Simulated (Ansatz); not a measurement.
## WC under strain — field gradients at the nuclei

The cell is a COD entry, relaxed with PBE at fixed cell and then changed (z compressed by 1 %, ions relaxed).

```yaml
crystal:
  lattice:
    - [2.89820, 0.00000, 0.00000]
    - [-1.44910, 2.50991, 0.00000]
    - [0.00000, 0.00000, 2.80309]
  atoms:
    - { symbol: W, position: [0.00000, 0.00000, 0.00000] }
    - { symbol: C, position: [0.66667, 0.33333, 0.50000] }
```

Atom numbers follow the list; atoms alike are taken as one site, whose name carries the number of the first.

Method: Kohn–Sham DFT in Ansatz, PBE, plane waves and PAW, scalar-relativistic, collinear spin, 420 eV cutoff, Γ-centred 18×18×16 k-points, Fermi–Dirac smearing 0.05 eV. Start moments as typed (μB): 2 on each W, none on the rest.

Conventions: |V_zz| ≥ |V_yy| ≥ |V_xx|, η = (V_xx − V_yy)/V_zz, C_Q = eQV_zz/h.

Q: Which values are expected at the nuclei?

A: 

```tsv
site	atoms (order as listed)	first shell	V_zz (10²¹ V/m²)	η	C_Q (MHz)
W	1	6 C at 2.18 Å	-16.05	0.00	–
C	2	6 W at 2.18 Å	0.035	0.00	–
```

An axis of threefold or higher order runs through W and C, so V_zz lies along it and η is zero.

W, C have no stable isotope with a ground-state quadrupole moment in the table, so no C_Q is given.

The run finds no gap above 0.1 eV (a metal, or nearly one), so the gradients can move by 10 % or more with the k-mesh. Without spin–orbit coupling the gradients at and beside W can be off by some per cent, at some sites by more. At this changed cell the PBE pressure is 13 GPa. The start moments die out, and the run ends without spin.

The relaxation (1 step) took 19 s of wall time (19 s of CPU time) and 0.62 GiB at its peak, on 1 thread of Intel Xeon 6975P-C (Granite Rapids) (x86_64; 16 cores open to the job, memory cap 3.0 GiB, no GPU), a shared host with a load of 0.6 a core.
